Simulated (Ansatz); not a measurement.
## TiH8N2F6 — Ti-47 NMR of the central transition

Cell: a computed structure from the Materials Project (it need not be an observed phase), atoms as given.

Space group P-3m1 (No. 164); a = 5.8783, c = 4.6241 Å, γ = 120.00°.

| site | Wyckoff | site symmetry | x | y | z |
| --- | --- | --- | --- | --- | --- |
| Ti | 1a | -3m. | 0.0000 | 0.0000 | 0.0000 |
| H2 | 2d | 3m. | 0.3333 | 0.6667 | 0.0879 |
| H4 | 6i | .m. | 0.2391 | 0.4783 | 0.3862 |
| N | 2d | 3m. | 0.3333 | 0.6667 | 0.3088 |
| F | 6i | .m. | 0.1519 | 0.8481 | 0.7700 |

One atom of each set is listed.

The numbers come from a DFT calculation in Ansatz (PBE, plane waves and PAW, scalar-relativistic, 420 eV cutoff, Γ-centred 4×4×5 k-points, Fermi–Dirac smearing 0.02 eV).

Ti-47 has I = 5/2 and Q = 302.0 mb (Pyykkö 2018); at 7.05 T its Larmor frequency is ν₀ = 16.9 MHz. Only the quadrupole interaction is simulated: positions count from each site's isotropic chemical shift, and shift anisotropy, dipolar and J coupling are left out.

(1) What does the Ti-47 spectrum (static powder) show for each site?

Results:

(1) 

```
site    first shell  C_Q (MHz)     η  P_Q (MHz)  δ_QIS (ppm)  breadth (kHz)
  Ti  6 F at 1.88 Å       4.73  0.00       4.73         -468           41.3
```

δ_QIS = −(ν_Q²/30ν₀²)[I(I+1) − 3/4](1 + η²/3) × 10⁶ ppm with ν_Q = 3|C_Q|/[2I(2I−1)]; it falls as 1/B₀² in ppm, and the breadth as 1/B₀ in kHz.

An axis of threefold or higher order runs through Ti, so V_zz lies along it and η is zero.

At this cell the principal stresses reach 5 GPa in size with PBE, which can matter for small gradients. The largest force is 0.3 eV/Å, so the atoms aren't at the calculated equilibrium and relaxing them would move these values.
